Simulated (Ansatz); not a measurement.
Relaxed polymorphs of MgO. Level of theory: PBEsol (plane waves to 420 eV, PAW, scalar-relativistic; Ansatz, a first-principles code). One row is withheld; estimate it from its structure type, its coordination and the trend of the others.

| structure | coordination | E − E(first row) (eV/atom) | V (Å³/atom) | gap (eV, no SOC) |
|---|---|---|---|---|
| Fm-3m, cF8, rock salt type, non-magnetic | Mg 6 (octahedral), O 6 (octahedral) | 0.000 | 9.36 | 4.62 |
| R-3m, hR16, non-magnetic | – | 0.060 | 9.44 | 4.01 |
| P6₃/mmc, hP8, AFLOW prototype AB_hP8_194_ad_f (B_i, as in TiAs), non-magnetic | – | 0.078 | 9.43 | 4.32 |
| P6₃mc, hP12, AFLOW prototype AB_hP12_186_a2b_a2b (B6, as in SiC), non-magnetic | – | 0.142 | 11.96 | 3.47 |
| P6₃mc, hP8, AFLOW prototype AB_hP8_186_ab_ab (B5, as in SiC), non-magnetic | – | 0.136 | 11.95 | 3.46 |
| P3m1, hP12, non-magnetic | – | 0.130 | 11.93 | 3.43 |
| P6₃/mmc, hP4, non-magnetic | – | 0.065 | 11.08 | 3.27 |
| P6₃mc, hP4, wurtzite type, non-magnetic | Mg 4 (tetrahedral), O 4 (tetrahedral) | [?] | [?] | [?] |

### Question
Complete the blanks.

### Answer

- P6₃mc, hP4, wurtzite type, non-magnetic, E − E(first row) (eV/atom): 0.116
- P6₃mc, hP4, wurtzite type, non-magnetic, V (Å³/atom): 11.86
- P6₃mc, hP4, wurtzite type, non-magnetic, gap (eV, no SOC): 3.36

The withheld cell: P6₃mc (No. 186), hP4, wurtzite type; a = 3.302 Å, b = 3.302 Å, c = 5.024 Å, α = 90.00°, β = 90.00°, γ = 120.00°; Mg 2b (0.667, 0.333, 0.011); O 2b (0.333, 0.667, 0.114); non-magnetic. Coordination numbers (neighbours up to the widest gap in distance over summed covalent radii, below 1.35; n+m marks a second, longer set; metal–metal contacts left out).

2 runs with a doubtful electronic state, a coarser numerical grid, an end not at rest or a source that can't be used are left out. 2 generated cells of layers, chains or molecules, poorly bound without dispersion, are left out. Each run could gain symmetry but not lose that of its start, so entries can be saddle points. From databases, or of a type measured for this composition: Fm-3m, cF8, rock salt type, non-magnetic; R-3m, hR16, non-magnetic; P3m1, hP12, non-magnetic; P6₃/mmc, hP4, non-magnetic; P6₃mc, hP4, wurtzite type, non-magnetic; the others are generated cells (placed on structure types, drawn at random, substituted or restacked) that were not matched to a known phase here. Each structure is listed in the lowest spin state found for it. Static energies at zero pressure. No spin polarisation in the result. Gaps of cells over 8 atoms come from the SCF mesh and high-symmetry points alone.
